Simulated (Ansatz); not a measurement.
AsH3 on a (100) slab of Si$_{3}$N$_{4}$ (P6_3/m (No. 176)), 10 planes, outer planes Si (top) and Si (bottom), its top face closed with OH (H on the anions), its bottom face closed with OH (H on the anions), 1 a cell of 44.4 Å², relaxed and still whole (its atoms last):

```xyz
44
Lattice="5.8226 0.0000 0.0000 0.0000 7.6192 0.0000 0.0000 0.0000 30.0674" Properties=species:S:1:pos:R:3 pbc="T T T"
Si    2.1835    4.0309   10.2577
Si    5.0948    4.0309   10.2577
N     0.7278    0.0000   10.7388
N     3.6391    0.0000   10.7388
N     0.7278    4.8389   10.7612
N     3.6391    4.8389   10.7612
N     2.1835    2.4388   10.9584
N     5.0948    2.4388   10.9584
Si    0.7278    1.5988   11.4064
Si    3.6391    1.5988   11.4064
Si    0.7278    6.2417   11.7896
Si    3.6391    6.2417   11.7896
N     2.1835    6.2097   12.7411
N     5.0948    6.2097   12.7411
N     0.7000    1.4596   13.1403
N     3.6103    1.4558   13.1410
Si    2.1588    1.3929   14.0954
Si    5.0707    1.3910   14.0953
Si    2.1763    6.0129   14.4749
Si    5.0886    6.0149   14.4738
N     0.7203    5.1738   14.9502
N     3.6320    5.1740   14.9456
N     2.1634    2.7719   15.1678
N     5.0745    2.7723   15.1680
N     2.1808   -0.0057   15.0941
N     5.0962   -0.0067   15.0867
Si    0.7108    3.5784   15.6306
Si    3.6222    3.5802   15.6277
O     2.1019    3.9393    8.6002
O     5.0134    3.9392    8.6002
H     2.9765    3.8536    8.1722
H     5.8881    3.8537    8.1724
H     1.3525    7.5068    9.9418
H     4.2630    7.5064    9.9413
H     1.8605    0.1297   16.0484
H     4.7985    0.1310   16.0524
O     0.7938    3.6840   17.2955
O     3.6924    3.6945   17.2936
H    -0.0776    3.8260   17.7138
H     2.8107    3.8175   17.6995
As    4.1287    0.6353   18.5317
H     4.1584   -0.4067   19.6563
H     4.8645    1.6645   19.3887
H     2.7620    1.1555   18.9767
```

These are results of DFT PBE+D3(BJ), scalar-relativistic, plane waves, PAW in Ansatz 0.2.0, not measurements. Plane waves to 420 eV, a k mesh through Γ of 3×2×1 on the computed 44-atom cell and Gaussian smearing (0.05 eV); no spin polarisation. The cell repeats along c with a dipole correction in the vacuum.

It binds with 0.39 eV a molecule against the clean slab and the free molecule (no zero-point or thermal terms); its shortest contact is As–H 2.62 Å. Take first-order desorption with no barrier to adsorption, no reaction on the face and an assumed prefactor of 10^13 s⁻¹.

Task: How long does a molecule stay at 400 K?

Result: τ = ν⁻¹·exp(E/k_BT) with k_BT = 0.0345 eV: E/k_BT = 11.3, so τ ≈ 8×10^-9 s. At about one hit a site a second (10⁻⁶ mbar) the coverage is near τ × 1 s⁻¹, so a layer needs roughly 1×10^2 mbar.

Task: Where does its peak lie in a desorption experiment heated at 5 K/s?

Result: The peak obeys E/(k_B·T_p²) = (ν/β)·exp(−E/k_BT_p). Solving gives T_p ≈ 151 K (E/k_BT_p = 29.9). An error of 0.1 eV in E moves it by about 39 K, and larger molecules have larger prefactors, which lowers it.

Task: Is this physisorption or chemisorption?

Result: The tightest contact, As–H 2.62 Å, is 1.74 times the sum of covalent radii, and deformation and lateral interaction add up to -0.06 eV; about 0.01 e cross the plane between them. This is physisorption.